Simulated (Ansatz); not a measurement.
MoSe: which magnetic state is lowest?

Method: DFT PBE+U, scalar-relativistic, plane waves, PAW (Ansatz).

```cif
data_structure
_symmetry_space_group_name_H-M 'P 1'
_symmetry_Int_Tables_number 1
_cell_length_a 4.0154
_cell_length_b 4.0154
_cell_length_c 4.0154
_cell_angle_alpha 60.000
_cell_angle_beta 60.000
_cell_angle_gamma 60.000
_cell_volume 45.78
loop_
_atom_site_label
_atom_site_type_symbol
_atom_site_fract_x
_atom_site_fract_y
_atom_site_fract_z
_atom_site_occupancy
Mo1 Mo 0.00000 0.00000 0.00000 1
Se1 Se 0.25000 0.25000 0.25000 1
```

```json
{
 "plane-wave cutoff": "420 eV",
 "Γ-centred k-mesh": "12×12×12",
 "occupation rule": "Gaussian smearing, 0.05 eV",
 "U_eff on Löwdin-orthogonalised atomic d orbitals": "Mo 4 eV",
 "list of starting moments (μB, in atom order)": "2 0",
 "check for lower electronic states after the SCF": "on"
}
```

All runs keep this geometry, which isn't relaxed for the lowest state (largest force there 0.000 eV/Å, pressure 17.2 GPa) and needn't be a stable compound; relaxing each order would shift the differences by some 300 meV/atom, going by the pressures and a bulk modulus of about 150 GPa. A propagation vector, in units of the reciprocal vectors, doubles the cell, which takes an equally dense mesh. Site moments are spin moments in atom-centred spheres that scale with the neighbour distance. The states are those that the runs reached from these starts; a lower one can exist.

**Question.** Order the starts by the energy of the state that they reach, lowest first.
A. antiferromagnetic, doubled cell, propagation vector (0, 1/2, 1/2)
B. no spin
C. ferromagnetic

**Answer.** A (0.00 meV/atom), C (37.1 meV/atom), B (421 meV/atom).

```
                                                            start ends energy above lowest (meV/atom) site moments (μB) gap on mesh (eV) P (GPa)
                                                          no spin non-magnetic                             421      none over 0.05             metal      9.0
                                                    ferromagnetic ferromagnetic                            37.1  Mo +2.71, Se -0.10             metal     25.6
antiferromagnetic, doubled cell, propagation vector (0, 1/2, 1/2) antiferromagnetic                            0.00  Mo +2.33, Mo -2.33             metal     17.2
```

Cost: 3 runs of about 1.5 core-minutes in all, on Arm Neoverse V2 (shared hosts).